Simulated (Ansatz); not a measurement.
## Kick test of a cell of SnPbO2

The cell was found from a proposed guess, not taken from experiment.

The calculation used DFT PBE, scalar-relativistic, plane waves, PAW (Ansatz). Settings: cutoff 420 eV, Γ-centred mesh 6×6×6 on the computed 8-atom cell, Gaussian smearing of 0.02 eV; no spin polarisation.

The cell below (8 atoms, space group Pmma (No. 51)) is relaxed within its symmetry.

```xyz
8
Lattice="5.5894 0.0000 0.0000 0.0000 5.5872 0.0000 0.0000 0.0000 5.3980" Properties=species:S:1:pos:R:3 pbc="T T T"
Sn    4.1920    0.0000    4.2965
Sn    1.3973    0.0000    1.1015
Pb    4.1920    2.7936    1.2552
Pb    1.3973    2.7936    4.1428
O     2.7947    1.3476    0.0000
O     0.0000    1.3476    0.0000
O     0.0000    4.2396    0.0000
O     2.7947    4.2396    0.0000
```

For the test it was strained at random (σ = 1.5 % a component), the atoms were moved at random (σ = 0.10 Å), and all was relaxed again on a coarse 4×4×4 mesh (in the run’s order of axes) with 0.10 eV smearing, with no symmetry imposed.

Weakly bound directions are ill-defined at this level, which has no dispersion term. Spin–orbit coupling, which can matter for Pb, is left out.

Question: Does it come back?

Answer: It returns, within 1 meV/atom of the unmoved cell on that mesh and with the same symmetry when read at 0.1 Å (P-1 at 0.01 Å, so small strains and shifts remain). No instability shows in this cell; modes of other wave vectors, which need another repeat, aren't tested.
